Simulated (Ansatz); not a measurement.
## An elastic constant from a strain scan in Sb

Method: DFT PBEsol, scalar-relativistic, plane waves, PAW in Ansatz. Settings: plane waves to 420 eV, k-mesh 18×18×18 (Γ-centred), Gaussian smearing 0.15 eV. No spin polarisation. Energies are free energies at this smearing, counted from the undisturbed cell; pressure is positive in compression.

The starting cell (as given, not relaxed at this level; it stands at -0.7 GPa; this bcc form isn't the usual structure):

```yaml
crystal:
  lattice:
    - [-1.87134, 1.87134, 1.87134]
    - [1.87134, -1.87134, 1.87134]
    - [1.87134, 1.87134, -1.87134]
  atoms:
    - { symbol: Sb, position: [0.00000, 0.00000, 0.00000] }
```

The cell is strained by ε times the Voigt pattern (1, 0, 0, 0, 0, 0) (xx, yy, zz, yz, xz, xy; engineering shear) with fractional coordinates fixed. The cell holds 1 atom in V0 = 26.21 Å³. The stress column is τ = (1/V0) dE/dε, got from the stress tensor σ (compression positive) at each point as −det(1 + εP) σ : P(1 + εP)⁻¹, with P the pattern as a tensor.

| ε | ΔE (meV/atom) | τ (GPa) |
| --- | --- | --- |
| -0.0600 | 24.823 | -5.839 |
| -0.0300 | 4.514 | -2.538 |
| 0.0000 | 0.000 | 0.720 |
| 0.0150 | 3.648 | 2.208 |
| 0.0450 | 19.902 | 4.252 |
| 0.0600 | ? | ? |

**Question.** Which combination of elastic constants does this scan measure, and how large is it?

**Answer.** For small ε, τ = τ0 + Kε with K = pᵀCp, which for this pattern is C11 in the cubic axes. The parabola through τ at ε = -0.0300, 0 and 0.0150 has slope K = 102 GPa at zero. The energies per cell, E = NΔE, of the same two points give K = 2[E(ε₊)/ε₊ − E(ε₋)/ε₋]/[(ε₊ − ε₋)V0] = 107 GPa, in agreement.

**Question.** Predict the withheld row at ε = 0.0600 from the harmonic law, and compare.

**Answer.** ΔE = V0(τ0 ε + Kε²/2)/N = 37.199 meV/atom and τ = 6.86 GPa. The calculation gives 31.359 meV/atom and 5.08 GPa: the energy lies 16 % below the harmonic value, as bonds soften when stretched.

In a metal these slopes depend on the k mesh and the smearing.